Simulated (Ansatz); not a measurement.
# Cs₂ZnH₄, one structure, two calculations

Cell: a computed structure from the Materials Project (it need not be an observed phase).

```yaml
crystal:
  lattice:
    - [8.69596, 0.00000, 0.00000]
    - [0.00000, 6.37469, 0.00000]
    - [0.00000, 0.00000, 11.14103]
  atoms:
    - { symbol: Cs, position: [0.16185, 0.25000, 0.59341] }
    - { symbol: Cs, position: [0.66185, 0.25000, 0.90659] }
    - { symbol: Cs, position: [0.83815, 0.75000, 0.40659] }
    - { symbol: Cs, position: [0.33814, 0.75000, 0.09341] }
    - { symbol: Cs, position: [0.48734, 0.25000, 0.31137] }
    - { symbol: Cs, position: [0.98735, 0.25000, 0.18863] }
    - { symbol: Cs, position: [0.51265, 0.75000, 0.68863] }
    - { symbol: Cs, position: [0.01265, 0.75000, 0.81137] }
    - { symbol: Zn, position: [0.24326, 0.25000, 0.91560] }
    - { symbol: Zn, position: [0.74326, 0.25000, 0.58440] }
    - { symbol: Zn, position: [0.75674, 0.75000, 0.08440] }
    - { symbol: Zn, position: [0.25674, 0.75000, 0.41560] }
    - { symbol: H, position: [0.31382, 0.46448, 0.84815] }
    - { symbol: H, position: [0.81382, 0.03552, 0.65185] }
    - { symbol: H, position: [0.68618, 0.96448, 0.15185] }
    - { symbol: H, position: [0.18618, 0.53552, 0.34815] }
    - { symbol: H, position: [0.68618, 0.53552, 0.15185] }
    - { symbol: H, position: [0.18618, 0.96448, 0.34815] }
    - { symbol: H, position: [0.31382, 0.03552, 0.84815] }
    - { symbol: H, position: [0.81382, 0.46448, 0.65185] }
    - { symbol: H, position: [0.05194, 0.25000, 0.90607] }
    - { symbol: H, position: [0.55194, 0.25000, 0.59393] }
    - { symbol: H, position: [0.94806, 0.75000, 0.09393] }
    - { symbol: H, position: [0.44806, 0.75000, 0.40607] }
    - { symbol: H, position: [0.80362, 0.25000, 0.44090] }
    - { symbol: H, position: [0.30362, 0.25000, 0.05910] }
    - { symbol: H, position: [0.19638, 0.75000, 0.55910] }
    - { symbol: H, position: [0.69638, 0.75000, 0.94090] }
```

Atom numbers follow the list; atoms alike are taken as one site, whose name carries the number of the first.

First run. Computed with Ansatz: DFT, PBE, plane waves and PAW, scalar-relativistic, 420 eV cutoff, Γ-centred 4×5×3 k-points, Fermi–Dirac smearing 0.02 eV.

| site | atom | V_zz (10²¹ V/m²) | η |
| --- | --- | --- | --- |
| Cs1 | 1 | 2.47 | 0.15 |
| Cs5 | 5 | -1.04 | 0.22 |
| Zn | 9 | -0.75 | 0.95 |
| H13 | 13 | 0.65 | 0.02 |
| H21 | 21 | 0.66 | 0.02 |
| H25 | 25 | 0.62 | 0.02 |

Second run. The same atoms and settings, except that the functional is r2SCAN and the cutoff is 500 eV.

Task: Given the first result, estimate the second.

Result: 

```
site  atom   V_zz     η  change of V_zz
 Cs1     1   2.61  0.13           +0.14
 Cs5     5  -1.06  0.10           -0.02
  Zn     9   0.73  0.95               –
 H13    13   0.64  0.02           -0.01
 H21    21   0.65  0.02           -0.01
 H25    25   0.61  0.02           -0.01
```

The largest change of V_zz along a kept axis is on Cs1, from 2.47 to 2.61. In per cent, |V_zz| changes by +2 to +5 on Cs, -2 to -1 on H (all sites that start above 0.5, bar those whose gradient vanishes or changes sign or whose main axis turns by over 40°). On Zn the largest principal value lies along another axis in the second run, so the two V_zz can't be compared directly.

Without spin–orbit coupling (the program notes it for Cs) the gradients are little affected as a rule: paired runs on crystals with a gap mostly move them by under 2 % at such atoms.
For the second run: With these PAW files V_zz is typically within 2 to 3 % of all-electron values, but misses above 10 % occur on Zn.
